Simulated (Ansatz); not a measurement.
# Sn: reading a single point

```
Sn
1.0
    -2.93718    2.93718    1.60262
     2.93718   -2.93718    1.60262
     2.93718    2.93718   -1.60262
Sn
2
Cartesian
  2.9372 -1.4686 1.2020
  0.0000 4.4058 0.4007
```

Single point in Ansatz 0.2.0 with PBE, no spin polarisation. Cutoff 420 eV, PAW datasets, 12×12×12 Γ-centred k mesh, gaussian filling (width 0.2033 eV).

(1) Are the atoms at rest?

(2) Is the cell too large or too small?

(3) What happens at the Fermi level?

(4) What do density and ELF say about some of the short contacts?

Origin: a database entry at a rescaled volume. Caveats: wide smearing.

Results:

(1) The forces vanish by the symmetry of the sites.

(2) The pressure is 1.4 GPa (compression positive), so with the atoms held at these fractions the cell would first expand.

(3) It is a metal, with about 0.95 states/eV a cell as the mean within 0.25 eV of the Fermi level, mostly Sn p (83 %) and Sn s (15 %).

(4) Sn–Sn at 3.04 Å: least valence density 0.24 e/Å³ and ELF 0.54 there. Both are smooth PAW fields, read partly inside the augmentation spheres.
